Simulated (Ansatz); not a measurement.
Computed with DFT PBE, scalar-relativistic, plane waves, PAW (Ansatz). All cells share a 420 eV cutoff and Γ-centred k meshes spaced at most about 0.3 Å⁻¹ (about 0.25 or finer for metals, 2π included). No spin polarisation in the final relaxations.

All energies are static (0 K, no zero-point motion). All come from trial cells, and lower structures may exist.

Question: Which of these relaxed structures of ZnSe₅ is the lowest in energy?
A.

```cif
data_structure
_symmetry_space_group_name_H-M 'P6/mmm'
_symmetry_Int_Tables_number 191
_cell_length_a 4.6855
_cell_length_b 4.6855
_cell_length_c 6.6939
_cell_angle_alpha 90.000
_cell_angle_beta 90.000
_cell_angle_gamma 120.000
_cell_volume 127.27
loop_
_atom_site_label
_atom_site_type_symbol
_atom_site_symmetry_multiplicity
_atom_site_Wyckoff_symbol
_atom_site_fract_x
_atom_site_fract_y
_atom_site_fract_z
_atom_site_occupancy
Zn1 Zn 1 a 0.00000 0.00000 0.00000 1
Se1 Se 4 h 0.33333 0.66667 0.76741 1
Se2 Se 1 b 0.00000 0.00000 0.50000 1
```

B.

```cif
data_structure
_symmetry_space_group_name_H-M 'P-62m'
_symmetry_Int_Tables_number 189
_cell_length_a 6.4001
_cell_length_b 6.4001
_cell_length_c 3.6654
_cell_angle_alpha 90.000
_cell_angle_beta 90.000
_cell_angle_gamma 120.000
_cell_volume 130.03
loop_
_atom_site_label
_atom_site_type_symbol
_atom_site_symmetry_multiplicity
_atom_site_Wyckoff_symbol
_atom_site_fract_x
_atom_site_fract_y
_atom_site_fract_z
_atom_site_occupancy
Zn1 Zn 1 b 0.00000 0.00000 0.50000 1
Se1 Se 3 f 0.68109 0.00000 0.00000 1
Se2 Se 2 d 0.66667 0.33333 0.50000 1
```

C.

```cif
data_structure
_symmetry_space_group_name_H-M 'F-43m'
_symmetry_Int_Tables_number 216
_cell_length_a 8.0580
_cell_length_b 8.0580
_cell_length_c 8.0580
_cell_angle_alpha 90.000
_cell_angle_beta 90.000
_cell_angle_gamma 90.000
_cell_volume 523.22
loop_
_atom_site_label
_atom_site_type_symbol
_atom_site_symmetry_multiplicity
_atom_site_Wyckoff_symbol
_atom_site_fract_x
_atom_site_fract_y
_atom_site_fract_z
_atom_site_occupancy
Zn1 Zn 4 a 0.00000 0.00000 0.00000 1
Se1 Se 16 e 0.12533 0.37467 0.87467 1
Se2 Se 4 c 0.25000 0.25000 0.25000 1
```

D.

```cif
data_structure
_symmetry_space_group_name_H-M 'P6/mmm'
_symmetry_Int_Tables_number 191
_cell_length_a 7.2335
_cell_length_b 7.2335
_cell_length_c 3.5435
_cell_angle_alpha 90.000
_cell_angle_beta 90.000
_cell_angle_gamma 120.000
_cell_volume 160.57
loop_
_atom_site_label
_atom_site_type_symbol
_atom_site_symmetry_multiplicity
_atom_site_Wyckoff_symbol
_atom_site_fract_x
_atom_site_fract_y
_atom_site_fract_z
_atom_site_occupancy
Zn1 Zn 1 a 0.00000 0.00000 0.00000 1
Se1 Se 3 g 0.50000 0.00000 0.50000 1
Se2 Se 2 c 0.33333 0.66667 0.00000 1
```

Answer: B. It has space group P-62m (No. 189); the next, D, with space group P6/mmm (No. 191), lies 178 meV/atom higher. Counting Se atoms around Zn (those within 1.25 times the shortest such distance or 1.15 times the sum of covalent radii; the shortest distance is added where it is long for a bond), the lowest has Zn 6 and the next has Zn 18 from 4.0 Å. Even the lowest lies +0.24 eV/atom against the elements.

A magnetic state wasn't ruled out in cells without spin, among them F-43m. Cells relaxed within their symmetry can be saddle points. Some types were kept out of the candidates beforehand, so the set may lack a known form.
